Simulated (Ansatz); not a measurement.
Sheets of one type (MA2Z4 (prismatic core, outer Z over the empty site)-type), DFT-PBE in the program Ansatz with PAW potentials; HSE06 gaps on those cells.

| layer | a (Å) | thickness (Å) |
|---|---|---|
| MoAs4Ge2 | 3.688 | 10.18 |
| NbAs4Ge2 | 3.764 | 10.19 |
| WAs4Si2 | 3.623 | 9.92 |
| WGe2P4 | 3.549 | 9.63 |
| WAs4Ge2 | [?] | [?] |
| WGe2N4 | 3.022 | 7.42 |

Problem. What belongs in the gaps?

Solution. 
- WAs4Ge2, a (Å): 3.693
- WAs4Ge2, thickness (Å): 10.17

Began spin-polarised and lost the moments: NbAs4Ge2, MA2Z4 (prismatic core, outer Z over the empty site)-type layer. All cells were relaxed under the symmetry of their starts (and spin orders); stability against distortions was not tested throughout. Rows with no word on spin ran without spin polarisation. Scalar-relativistic: spin–orbit coupling is off unless named, which matters more the heavier the elements. Constructed layers (a layer type filled with these elements): MoAs4Ge2, MA2Z4 (prismatic core, outer Z over the empty site)-type layer; NbAs4Ge2, MA2Z4 (prismatic core, outer Z over the empty site)-type layer; WAs4Si2, MA2Z4 (prismatic core, outer Z over the empty site)-type layer; WGe2P4, MA2Z4 (prismatic core, outer Z over the empty site)-type layer; WAs4Ge2, MA2Z4 (prismatic core, outer Z over the empty site)-type layer; WGe2N4, MA2Z4 (prismatic core, outer Z over the empty site)-type layer.

Potentials: the later of the program's two PAW sets.
